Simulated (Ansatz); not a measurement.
AlN:
```cif
data_Al4N4
_chemical_formula_sum 'Al4 N4'
_space_group_name_H-M_alt 'F-43m'
_space_group_IT_number 216
_space_group_name_Hall 'F -4 2 3'
_cell_length_a 4.34220
_cell_length_b 4.34220
_cell_length_c 4.34220
_cell_angle_alpha 90.000
_cell_angle_beta 90.000
_cell_angle_gamma 90.000
loop_
_atom_site_label
_atom_site_type_symbol
_atom_site_symmetry_multiplicity
_atom_site_Wyckoff_symbol
_atom_site_fract_x
_atom_site_fract_y
_atom_site_fract_z
_atom_site_occupancy
Al1 Al 4 a 0.00000 0.00000 0.00000 1
N1 N 4 d 0.75000 0.75000 0.75000 1
```
(The calculation used a cell of 2 atoms; values per cell refer to that cell.)

Relaxed with LDA.

**Question.** Which orbitals make up the states near the band edges in LDA in the plane-wave PAW code Ansatz?

**Answer.** Top 1 eV of the valence band: N 2p 90 %, Al 3p 8 %. Bottom 1 eV of the conduction band: Al 3p 61 %, N 2s 18 %, N 2p 7 %, outside the projected shells 14 %. Projections are on Löwdin-orthogonalised atomic valence shells; empty p or d shells of many metals are not among them.

**Question.** Tabulate the density of states.

**Answer.** States/eV per cell of 2 atoms, in 0.25 eV bins, energy from the valence-band maximum.

| E (eV) | total | N 2p | Al 3p | Al 3s |
|---|---|---|---|---|
| -7.85 | 0.00 | 0.00 | 0.00 | 0.00 |
| -7.60 | 0.00 | 0.00 | 0.00 | 0.00 |
| -7.35 | 0.00 | 0.00 | 0.00 | 0.00 |
| -7.10 | 0.00 | 0.00 | 0.00 | 0.00 |
| -6.85 | 0.00 | 0.00 | 0.00 | 0.00 |
| -6.60 | 0.00 | 0.00 | 0.00 | 0.00 |
| -6.35 | 0.00 | 0.00 | 0.00 | 0.00 |
| -6.10 | 0.00 | 0.00 | 0.00 | 0.00 |
| -5.85 | 0.13 | 0.07 | 0.03 | 0.02 |
| -5.60 | 0.30 | 0.18 | 0.07 | 0.05 |
| -5.35 | 0.44 | 0.26 | 0.10 | 0.07 |
| -5.10 | 0.59 | 0.35 | 0.14 | 0.08 |
| -4.85 | 1.01 | 0.64 | 0.18 | 0.15 |
| -4.60 | 1.98 | 1.29 | 0.31 | 0.29 |
| -4.35 | 1.23 | 0.80 | 0.18 | 0.17 |
| -4.10 | 0.60 | 0.39 | 0.08 | 0.08 |
| -3.85 | 0.35 | 0.22 | 0.05 | 0.03 |
| -3.60 | 0.50 | 0.34 | 0.08 | 0.04 |
| -3.35 | 0.69 | 0.48 | 0.12 | 0.05 |
| -3.10 | 0.71 | 0.51 | 0.11 | 0.06 |
| -2.85 | 0.76 | 0.55 | 0.12 | 0.06 |
| -2.60 | 0.81 | 0.60 | 0.13 | 0.06 |
| -2.35 | 0.94 | 0.71 | 0.16 | 0.05 |
| -2.10 | 1.09 | 0.83 | 0.18 | 0.05 |
| -1.85 | 1.44 | 1.12 | 0.24 | 0.05 |
| -1.60 | 1.62 | 1.30 | 0.25 | 0.04 |
| -1.35 | 1.63 | 1.35 | 0.23 | 0.03 |
| -1.10 | 1.68 | 1.42 | 0.20 | 0.03 |
| -0.85 | 1.77 | 1.54 | 0.18 | 0.02 |
| -0.60 | 1.86 | 1.68 | 0.14 | 0.01 |
| -0.35 | 1.24 | 1.15 | 0.06 | 0.01 |
| -0.10 | 0.63 | 0.60 | 0.02 | 0.00 |
| 0.15 | 0.00 | 0.00 | 0.00 | 0.00 |
| 0.40 | 0.00 | 0.00 | 0.00 | 0.00 |
| 0.65 | 0.00 | 0.00 | 0.00 | 0.00 |
| 0.90 | 0.00 | 0.00 | 0.00 | 0.00 |
| 1.15 | 0.00 | 0.00 | 0.00 | 0.00 |
| 1.40 | 0.00 | 0.00 | 0.00 | 0.00 |
| 1.65 | 0.00 | 0.00 | 0.00 | 0.00 |
| 1.90 | 0.00 | 0.00 | 0.00 | 0.00 |
| 2.15 | 0.00 | 0.00 | 0.00 | 0.00 |
| 2.40 | 0.00 | 0.00 | 0.00 | 0.00 |
| 2.65 | 0.00 | 0.00 | 0.00 | 0.00 |
| 2.90 | 0.00 | 0.00 | 0.00 | 0.00 |
| 3.15 | 0.00 | 0.00 | 0.00 | 0.00 |
| 3.40 | 0.03 | 0.00 | 0.02 | 0.00 |
| 3.65 | 0.07 | 0.00 | 0.04 | 0.00 |
| 3.90 | 0.10 | 0.01 | 0.06 | 0.00 |
| 4.15 | 0.13 | 0.01 | 0.08 | 0.00 |
| 4.40 | 0.16 | 0.02 | 0.09 | 0.00 |
| 4.65 | 0.20 | 0.03 | 0.11 | 0.01 |
| 4.90 | 0.25 | 0.03 | 0.13 | 0.01 |
| 5.15 | 0.31 | 0.05 | 0.15 | 0.01 |
| 5.40 | 0.37 | 0.06 | 0.18 | 0.01 |
| 5.65 | 0.45 | 0.08 | 0.22 | 0.02 |
| 5.90 | 0.60 | 0.13 | 0.30 | 0.02 |
| 6.15 | 0.73 | 0.16 | 0.36 | 0.02 |
| 6.40 | 0.78 | 0.17 | 0.37 | 0.03 |
| 6.65 | 0.73 | 0.16 | 0.34 | 0.03 |
| 6.90 | 0.71 | 0.15 | 0.33 | 0.03 |
| 7.15 | 0.71 | 0.15 | 0.32 | 0.04 |
| 7.40 | 0.70 | 0.14 | 0.31 | 0.05 |
| 7.65 | 0.70 | 0.13 | 0.31 | 0.06 |
| 7.90 | 0.28 | 0.05 | 0.12 | 0.03 |

Symmetry was held in the LDA relaxation.

Potentials: the earlier of the program's two PAW sets. The files were generated under PBE; for other functionals the program regenerates the frozen cores, and for LDA and PBEsol the local potential too.
